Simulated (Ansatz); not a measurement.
GaN (NiAs type, P6_3/mmc), plane-wave PAW r²SCAN (Ansatz code). The conduction-band minimum lies at K, with 2 equivalent valleys. Second derivatives d²E/dk² of the lowest band at one valley (eV·Å²), along Cartesian directions:

| direction | d²E/dk² |
|---|---|
| [100] | 21.87 |
| [010] | 21.87 |
| [001] | 32.58 |
| [110] | 21.87 |
| [101] | 27.23 |
| [011] | 27.23 |

Find the principal effective masses, the density-of-states mass and the conductivity mass.

Off-diagonal terms follow from H_xy = H[110] − (H_xx + H_yy)/2, and m*/mₑ = 7.620 eV·Å² over each eigenvalue: 0.23, 0.35, 0.35. One valley's DOS mass (m₁m₂m₃)^(1/3) = 0.31, conductivity mass 3/(Σ 1/mᵢ) = 0.30 mₑ.

What effective density of states Nc follows at 300 K for parabolic valleys?

Nc = 2.509e19 × 2 × (0.31)^(3/2) ≈ 8.7e18 cm⁻³.

The start of the workflow was typed in or built on a structure type; the Crystallography Open Database copy checked does not list it. It is not the phase usual at ambient conditions (space group No. 186, 216). The cell was relaxed with r²SCAN under the symmetry of its start; its stability against distortions is not shown here. Spin–orbit coupling is left out wherever it is not named.

Potentials: the later of the program's two PAW sets.

Edges and masses are those of Kohn–Sham bands, whose gap is no quasiparticle gap.
